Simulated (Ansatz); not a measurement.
**Ansatz 0.2.0, vacancy hop by nudged elastic band: CdF$_{2}$**

Run with:

```bash
ansatz run input.yaml --threads 4 --pin off --max-ram 8192MiB --backend cpu --events-out ev --progress --plain --runs-dir out
```

input.yaml:

```yaml
crystal:
  lattice:
    - [0.0, 5.394206, 5.394206]
    - [5.394206, 0.0, 5.394206]
    - [5.394206, 5.394206, 0.0]
  atoms:
    - { symbol: Cd, position: [-0.0018901, 0.00363251, -0.00111054] }
    - { symbol: F, position: [0.12093959, 0.12350812, 0.12729177] }
    - { symbol: F, position: [0.37580463, 0.37139664, 0.37788038] }
    - { symbol: Cd, position: [-0.00010627, 0.00035165, 0.49878376] }
    - { symbol: F, position: [0.12717772, 0.12664945, 0.62271339] }
    - { symbol: F, position: [0.37842693, 0.37080039, 0.87214233] }
    - { symbol: Cd, position: [-0.00177506, 0.49375292, 0.00706021] }
    - { symbol: F, position: [0.12119541, 0.62828671, 0.1271913] }
    - { symbol: F, position: [0.37353472, 0.86842379, 0.38065811] }
    - { symbol: Cd, position: [-0.00081418, 0.5054641, 0.50605559] }
    - { symbol: F, position: [0.37983603, 0.87477366, 0.87265673] }
    - { symbol: Cd, position: [0.49669788, -0.00561425, 0.00314522] }
    - { symbol: F, position: [0.62576356, 0.12086865, 0.12684288] }
    - { symbol: F, position: [0.8748392, 0.37445173, 0.37372265] }
    - { symbol: Cd, position: [0.49874207, 0.00652118, 0.49452219] }
    - { symbol: F, position: [0.62501192, 0.12719504, 0.62451696] }
    - { symbol: F, position: [0.86316498, 0.38464813, 0.87589968] }
    - { symbol: Cd, position: [0.49978377, 0.50151386, -0.00372431] }
    - { symbol: F, position: [0.62173792, 0.62660741, 0.12504504] }
    - { symbol: F, position: [0.86866107, 0.87880586, 0.37333594] }
    - { symbol: Cd, position: [0.49837915, 0.50119424, 0.49866449] }
    - { symbol: F, position: [0.62308663, 0.62539398, 0.62647397] }
    - { symbol: F, position: [0.87645356, 0.87501171, 0.87096428] }
kpoints:
  mp_grid: { grid: [2, 2, 2] }
magnetization:
  spin_polarized: false
scf:
  occupations: { method: gaussian, width: 0.1 }
hamiltonian:
  pseudopotentials: { kind: paw }
  xc: pbe
basis:
  ecutwfc: 420
neb:
  images: 5
  relax_end_points: true
  climbing: true
  f_tol: 0.05
  max_iterations: 40
  order_check: false
  final_atoms:
    - { symbol: Cd, position: [-0.0018901, 0.00363251, -0.00111054] }
    - { symbol: F, position: [0.12093959, 0.12350812, 0.12729177] }
    - { symbol: F, position: [0.37580463, 0.37139664, 0.37788038] }
    - { symbol: Cd, position: [-0.00010627, 0.00035165, 0.49878376] }
    - { symbol: F, position: [0.12717772, 0.12664945, 0.62271339] }
    - { symbol: F, position: [0.12894891, 0.62023117, 0.62037768] }
    - { symbol: Cd, position: [-0.00177506, 0.49375292, 0.00706021] }
    - { symbol: F, position: [0.12119541, 0.62828671, 0.1271913] }
    - { symbol: F, position: [0.37353472, 0.86842379, 0.38065811] }
    - { symbol: Cd, position: [-0.00081418, 0.5054641, 0.50605559] }
    - { symbol: F, position: [0.37983603, 0.87477366, 0.87265673] }
    - { symbol: Cd, position: [0.49669788, -0.00561425, 0.00314522] }
    - { symbol: F, position: [0.62576356, 0.12086865, 0.12684288] }
    - { symbol: F, position: [0.8748392, 0.37445173, 0.37372265] }
    - { symbol: Cd, position: [0.49874207, 0.00652118, 0.49452219] }
    - { symbol: F, position: [0.62501192, 0.12719504, 0.62451696] }
    - { symbol: F, position: [0.86316498, 0.38464813, 0.87589968] }
    - { symbol: Cd, position: [0.49978377, 0.50151386, -0.00372431] }
    - { symbol: F, position: [0.62173792, 0.62660741, 0.12504504] }
    - { symbol: F, position: [0.86866107, 0.87880586, 0.37333594] }
    - { symbol: Cd, position: [0.49837915, 0.50119424, 0.49866449] }
    - { symbol: F, position: [0.62308663, 0.62539398, 0.62647397] }
    - { symbol: F, position: [0.87645356, 0.87501171, 0.87096428] }
```

Origin of the cell: a database entry, scaled a little.

The cell is 2×2×2 cells of CdF2 with one F taken out; atom 6 (F) hops into the empty site, 2.70 Å away before the end points are relaxed. All atoms were shaken by about 0.02 Å first.

Output (shortened):

```
SCF iter   1: F=—  HF=-78167.087936 eV  Δρ=2.91e-3  dr2=5.82e-2  defer=68
SCF iter   2: F=—  HF=-78167.082156 eV  Δρ=1.88e-3  dr2=2.34e-2  defer=68
SCF iter   3: F=—  HF=-78167.081601 eV  Δρ=2.30e-3  dr2=1.81e-2  defer=68
[… 5 lines left out …]
SCF iter   9: F=—  HF=-78167.077624 eV  Δρ=1.98e-5  dr2=2.06e-6  defer=75
SCF iter  10: F=—  HF=-78167.077624 eV  Δρ=1.33e-5  dr2=6.40e-7  defer=75
SCF iter  11: F=-78167.077624 eV  HF=-78167.077624 eV  Δρ=5.66e-6  dr2=9.52e-8
NEB iter   1: max|band force component| = 2.668e0 eV/Å  barrier→ = 1.0344 eV  barrier← = 1.0344 eV  Δτ_max = 0.1076 Å  (77 SCF iters)
NEB iter   2: max|band force component| = 6.979e-1 eV/Å  barrier→ = 0.4949 eV  barrier← = 0.4949 eV  Δτ_max = 0.0512 Å  (46 SCF iters)
NEB iter   3: max|band force component| = 1.386e-1 eV/Å  barrier→ = 0.4167 eV  barrier← = 0.4167 eV  CI = image 3  Δτ_max = 0.0286 Å  (40 SCF iters)
NEB iter   4: max|band force component| = 3.271e-2 eV/Å  barrier→ = 0.4056 eV  barrier← = 0.4055 eV  CI = image 3  Δτ_max = 0.0000 Å  (39 SCF iters)
--- NEB band (7 images, 4 band iterations, 202 SCF iterations, 62 more in tests of the images' electronic states and relaxations of end points) ---
  forward barrier  = 0.405550 eV
  backward barrier = 0.405536 eV
  lagrangian_above_aufbau_ev (what the smearing adds, to first order; not taken off the barriers): saddle image -0.017019 eV, end points -0.022636 and -0.022577 eV
  climbing image's point = of an order that was not read
  energies are F+E_penalty+E_count in eV, relative to image 0
  image     s (Å)  Δ vs image 0  max|band force component| (eV/Å)
      0    0.0000      0.000000                                 —
      1    0.4455      0.088006                          3.203e-2
      2    0.8909      0.301514                          3.255e-2
  *   3    1.3363      0.405550                          3.144e-2
      4    1.7822      0.301288                          3.271e-2
      5    2.2282      0.087473                          3.215e-2
      6    2.6743      0.000014                                 —
```

The converged band:

```csv
image,path over all atoms (Å),ΔF (eV),F x,y,z (Å)
0,0.00,0.000,6.75,6.64,4.04
1,0.45,0.088,6.75,6.27,4.04
2,0.89,0.302,6.75,5.83,4.04
3,1.34,0.406,6.75,5.39,4.04
4,1.78,0.301,6.75,4.94,4.04
5,2.23,0.087,6.75,4.51,4.04
6,2.67,0.000,6.74,4.13,4.04
```

Highest image (3), forces in eV/Å:

```xyz
23
Lattice="0.000 5.394 5.394 5.394 0.000 5.394 5.394 5.394 0.000" Properties=species:S:1:pos:R:3:forces:R:3 pbc="T T T" image=3
Cd    0.017   -0.006   -0.019   -0.003    0.000    0.003
F     1.372    1.360    1.412   -0.013   -0.011    0.006
F     4.116    4.022    4.061    0.006    0.011   -0.013
Cd    2.715    2.739    0.009   -0.002    0.031   -0.002
F     4.049    4.069    1.344    0.000    0.003    0.000
F     6.746    5.388    4.041    0.000    0.000    0.000
Cd    2.834   -0.006    2.558    0.008    0.000   -0.008
F     3.981    1.360    4.020   -0.007   -0.011    0.012
F     6.726    4.022    6.670    0.013    0.011   -0.006
Cd    5.383    2.739    2.678    0.002    0.031    0.002
F     9.443    6.707    6.738    0.000   -0.003    0.000
Cd   -0.012    2.644    2.677    0.002   -0.031    0.002
F     1.351    3.863    4.041    0.000   -0.008    0.000
F     4.049    6.814    6.738    0.001   -0.008    0.000
Cd    2.686    5.388    2.706    0.003    0.000   -0.003
F     4.118    6.755    4.061    0.005   -0.011   -0.013
F     6.766    9.416    6.806   -0.013    0.012    0.006
Cd    2.715    2.644    5.404   -0.002   -0.031   -0.002
F     4.049    3.963    6.738    0.000    0.008    0.000
F     6.746    6.912    9.434   -0.001    0.007    0.000
Cd    5.263    5.388    5.523   -0.009    0.000    0.009
F     6.725    6.755    6.669    0.013   -0.012   -0.006
F     9.374    9.416    9.414   -0.005    0.011    0.013
```

Barrier of this path: 0.41 eV forwards, 0.41 eV backwards, after 4 band iterations.

Caveats: no moments, though an odd count or open d shells may carry them; the k mesh is coarse if the cell is a metal; a small cell with a neutral vacancy and no spin, whose shape can make like sites unlike; the cell is held at a rescaled volume, and strain moves barriers; the hop was drawn among near neighbours and need not be the easiest path; few images and a loose tolerance, and neither the top nor the ends were tested for their order.

It ran for 3.2 min on 4 threads of Intel(R) Xeon(R) Platinum 8488C (Sapphire Rapids), on a shared host, peak memory 2.5 GiB, from the program's own first density.
